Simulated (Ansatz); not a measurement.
Total density of states per atom from plane-wave PAW r²SCAN (Ansatz code), in 0.25 eV bins, energy from the Fermi level:

```
E (eV) | states/eV/atom
    -7.85 | ###### 0.25
    -7.60 | ###### 0.26
    -7.35 | ###### 0.25
    -7.10 | ######## 0.32
    -6.85 | ######## 0.32
    -6.60 | ####### 0.30
    -6.35 | ####### 0.29
    -6.10 | ####### 0.29
    -5.85 | ####### 0.29
    -5.60 | ####### 0.28
    -5.35 | ###### 0.25
    -5.10 | ###### 0.23
    -4.85 | ###### 0.26
    -4.60 | ######## 0.34
    -4.35 | ######### 0.38
    -4.10 | ######## 0.35
    -3.85 | ###### 0.23
    -3.60 | ######### 0.35
    -3.35 | ########### 0.46
    -3.10 | ############# 0.52
    -2.85 | ################## 0.74
    -2.60 | ############################## 1.22
    -2.35 | ########################### 1.11
    -2.10 | ################## 0.75
    -1.85 | ###################### 0.89
    -1.60 | ############## 0.56
    -1.35 | ########## 0.39
    -1.10 | ####### 0.28
    -0.85 | ############ 0.49
    -0.60 | ####### 0.29
    -0.35 | ##### 0.19
    -0.10 | ##### 0.22
     0.15 | ###### 0.25
     0.40 | ######## 0.33
     0.65 | ########### 0.43
     0.90 | ################# 0.69
     1.15 | ################# 0.68
     1.40 | ##################### 0.85
     1.65 | ############### 0.61
     1.90 | ########### 0.46
     2.15 | ########## 0.43
     2.40 | ########## 0.40
     2.65 | ############### 0.60
     2.90 | ########## 0.40
     3.15 | ########### 0.43
     3.40 | ######### 0.36
     3.65 | ######### 0.35
     3.90 | ######### 0.35
     4.15 | ######### 0.36
     4.40 | ########### 0.44
     4.65 | ########### 0.44
```

Q: Which of these materials gives this?
(A) MnNi3, Cu3Au type
(B) P, simple cubic
(C) MnGa4, Im-3m (Mn on 2a, Ga on 8c)
(D) GaN, zinc blende

A: C, MnGa4, Im-3m (Mn on 2a, Ga on 8c). Within 0.5 eV of the Fermi level: Ga 4p 67 %, Mn 3d 27 %. Projections are on Löwdin-orthogonalised atomic valence shells; empty p or d shells of many metals are not among them.

The first step of the workflow began from a Materials Project structure, measured or hypothetical; the Crystallography Open Database copy checked does not list it. Its standing as an ambient phase is unchecked. Symmetry was held in the r²SCAN relaxation, as lowered by the spin order; its stability against distortions is not shown here. The final state is antiferromagnetic, chosen from 4 collinear starts compared on coarse meshes (ties went to the first, and starts can fall back to one state), not a proven ground state. Other orbital occupations within this spin state were not tried. Scalar-relativistic: spin–orbit coupling is off unless named, which matters more the heavier the elements.

Potentials: the later of the program's two PAW sets.
